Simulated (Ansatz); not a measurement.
Values for one crystal, relaxed and computed with DFT-r²SCAN in the program Ansatz with PAW potentials; other levels are named.

| Property | Result |
|---|---|
| Volume per atom | 27.88 Å³ |
| Band gap | 4.39 eV (direct) |
| Hole effective mass with spin–orbit coupling, band 2 of 2 at the edge | 1.1 along [100], 1.3 along [110], 1.4 along [111] (mₑ) |
| Gap with spin–orbit coupling | 4.36 eV |
| Valence-band maximum | at Γ |
| HSE06 gap on the r²SCAN cell | 5.53 eV |
| Electron effective mass, band 2 of 3 at the edge | 1.8 along [100], 2.8 along [110], 2.4 along [111] (mₑ) |

Task: Pick the material that matches.
A) Rb2NaScCl6, Fm-3m (Rb on 8c, Na on 4b, Sc on 4a, Cl on 24e)
B) Rb2H4Pt, P4_2/mnm (Rb on 4d, H on 4e, H on 4f, Pt on 2a)
C) La2CN3Cl, Cmmm (Pearson symbol oS28)
D) Cs2LiIrC6N6, Fm-3m (Pearson symbol cF64)

Result: A, Rb2NaScCl6, Fm-3m (Rb on 8c, Na on 4b, Sc on 4a, Cl on 24e)

The first step of the workflow began from a Materials Project structure, measured or hypothetical; the Crystallography Open Database copy checked does not list it. Whether it is the stable phase at ambient conditions was not checked. The cell was relaxed with r²SCAN under the symmetry of its start; its stability against distortions is not shown here. No spin polarisation was allowed. Scalar-relativistic: spin–orbit coupling is off unless named, which matters more the heavier the elements.

Potentials: the later of the program's two PAW sets.
